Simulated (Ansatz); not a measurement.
Sn4Pd (space group Ccce)

```yaml
crystal:
  lattice:
    - [3.19027, -5.66833, 0.00000]
    - [3.19027, 5.66833, 0.00000]
    - [0.00000, 0.00000, 6.33501]
  atoms:
    - { symbol: Sn, position: [0.20545, 0.45777, 0.33108] }
    - { symbol: Sn, position: [0.79455, 0.54223, 0.33108] }
    - { symbol: Sn, position: [0.45777, 0.20545, 0.66892] }
    - { symbol: Sn, position: [0.54223, 0.79455, 0.66892] }
    - { symbol: Sn, position: [0.29455, 0.04223, 0.16892] }
    - { symbol: Sn, position: [0.70545, 0.95777, 0.16892] }
    - { symbol: Sn, position: [0.04223, 0.29455, 0.83108] }
    - { symbol: Sn, position: [0.95777, 0.70545, 0.83108] }
    - { symbol: Pd, position: [0.50000, 0.50000, 0.00000] }
    - { symbol: Pd, position: [0.00000, 0.00000, 0.50000] }
```

The atoms are displaced by Q × the pattern below (from a DFPT mode at Γ, largest move 1; Q in Å), at fixed cell.

| atom | x | y | z |
|---|---|---|---|
| Sn1 | -0.308 | 0.169 | 0.224 |
| Sn2 | 0.308 | -0.169 | 0.224 |
| Sn3 | 0.308 | 0.169 | 0.224 |
| Sn4 | -0.308 | -0.169 | 0.224 |
| Sn5 | -0.308 | 0.169 | 0.224 |
| Sn6 | 0.308 | -0.169 | 0.224 |
| Sn7 | 0.308 | 0.169 | 0.224 |
| Sn8 | -0.308 | -0.169 | 0.224 |
| Pd9 | 0.000 | 0.000 | -1.000 |
| Pd10 | 0.000 | 0.000 | -1.000 |

Level of theory: LDA (plane waves to 420 eV, PAW, scalar-relativistic; Ansatz, a first-principles code). k mesh 9×9×8 (Γ-centred), Fermi-Dirac smearing 0.05 eV. The energy includes the smearing's −TS. With partly filled bands, energies and forces of such displacements shift with the k mesh and the smearing. Sn4Pd is run without spin polarisation. Sn4Pd was relaxed with its symmetry unable to fall. The zero of ΔE is the undisplaced structure.

Question: Give the computed ΔE (meV/cell) at Q (Å) = -0.140, -0.093, 0.093, 0.140, 0.187.

Answer: 
| Q (Å) | ΔE (meV/cell) |
|---|---|
| -0.140 | 391 |
| -0.093 | 171 |
| 0.093 | 171 |
| 0.140 | 391 |
| 0.187 | 708 |

(A displaced cell: forces are minus the slopes of the energy, force constants its curvatures, and phonons follow from these.)
